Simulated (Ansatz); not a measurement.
PtW (rock salt, Fm-3m), plane-wave PAW PBE (Ansatz code), all energies at zero smearing, with the estimated change up to a 700 eV cutoff added, with one set of potentials and settings (totals compare only within such a set). Cell of 2 atoms (1 Pt, 1 W): -22906.111 eV.

```json
[
 {"element": "Pt", "reference phase": "Fm-3m, 1 atoms in the cell", "E (eV/atom)": "-12523.0127"},
 {"element": "W", "reference phase": "Im-3m, 1 atoms in the cell", "E (eV/atom)": "-10384.8193"}
]
```

Formation energy per atom, worked out: (-22906.111 − 1×(-12523.0127) − 1×(-10384.8193))/2 = 0.860 eV/atom (83 kJ per mol of atoms), at 0 K, without zero-point energy or fitted corrections.

The start of the workflow was typed in or built on a structure type; neither database checked (COD, Materials Project) lists it. Whether it is the stable phase at ambient conditions was not checked. Symmetry was held in the PBE relaxation; its stability against distortions is not shown here. The run is not spin-polarised. The volume moved by 18 % from the start of the relaxation. Its formation energy is positive at this level, so the cell may be metastable or incomplete. The references are the lowest solids computed at this level, not always the standard phases. Spin–orbit coupling is left out wherever it is not named.

Potentials: the later of the program's two PAW sets.
